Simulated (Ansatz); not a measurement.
Relaxed (100) slab cut from AlNi (space group Pm-3m (No. 221)); the slab's formula is AlNi, its outer planes Al (top) and Ni (bottom):

```
CELL_PARAMETERS angstrom
2.86217 0.00000 0.00000
0.00000 2.86217 0.00000
0.00000 0.00000 25.01758
ATOMIC_POSITIONS crystal
Ni 0.50000 0.50000 0.30360
Al 0.00000 0.00000 0.35430
Ni 0.50000 0.50000 0.41531
Al 0.00000 0.00000 0.47062
Ni 0.50000 0.50000 0.52766
Al 0.00000 0.00000 0.58538
Ni 0.50000 0.50000 0.64466
Al 0.00000 0.00000 0.69848
```

Level of theory: Ansatz 0.2.0, DFT PBEsol, scalar-relativistic, plane waves, PAW. Settings: cutoff 420 eV, Γ-centred mesh 12×12×1 on the computed 8-atom cell, Gaussian smearing of 0.10 eV; no spin polarisation. A dipole correction removes the field between periodic images along c.

The potential is the smooth part; its values at the atoms depend on the PAW datasets.

**Question.** How does the plane-averaged electrostatic potential energy of an electron run along c, counted from the Fermi level?

**Answer.** (z (Å), V (eV)): (2.78, 4.81), (3.06, 4.81), (3.34, 4.81), (3.61, 4.81), (3.89, 4.81), (4.17, 4.81), (4.45, 4.80), (4.73, 4.79), (5.00, 4.77), (5.28, 4.73), (5.56, 4.64), (5.84, 4.46), (6.12, 4.11), (6.39, 3.40), (6.67, 1.90), (6.95, -2.29), (7.23, -8.30), (7.51, -12.36), (7.78, -12.62), (8.06, -10.28), (8.34, -7.54), (8.62, -6.03), (8.90, -5.67), (9.17, -5.68), (9.45, -5.37), (9.73, -6.17), (10.01, -9.95), (10.29, -13.09), (10.56, -12.89), (10.84, -9.90), (11.12, -7.20), (11.40, -6.21), (11.67, -5.88), (11.95, -5.91), (12.23, -6.14), (12.51, -7.08), (12.79, -10.13), (13.06, -13.13), (13.34, -13.05), (13.62, -9.92), (13.90, -6.84), (14.18, -6.09), (14.45, -5.97), (14.73, -5.91), (15.01, -6.00), (15.29, -5.91), (15.57, -7.81), (15.84, -11.70), (16.12, -13.74), (16.40, -12.40), (16.68, -9.32), (16.96, -7.08), (17.23, -6.33), (17.51, -6.06), (17.79, -5.80), (18.07, -4.37), (18.35, -1.24), (18.62, 1.15), (18.90, 2.46), (19.18, 3.19), (19.46, 3.59), (19.74, 3.79), (20.01, 3.90), (20.29, 3.96), (20.57, 3.99), (20.85, 4.01), (21.13, 4.02), (21.40, 4.02), (21.68, 4.02), (21.96, 4.02), (22.24, 4.02)

The vacuum level lies 4.02 eV (top face) and 4.81 eV (bottom face) above the Fermi level.

Cost: 1 run of about 3.3 core-minutes, on Arm Neoverse V2 (shared hosts).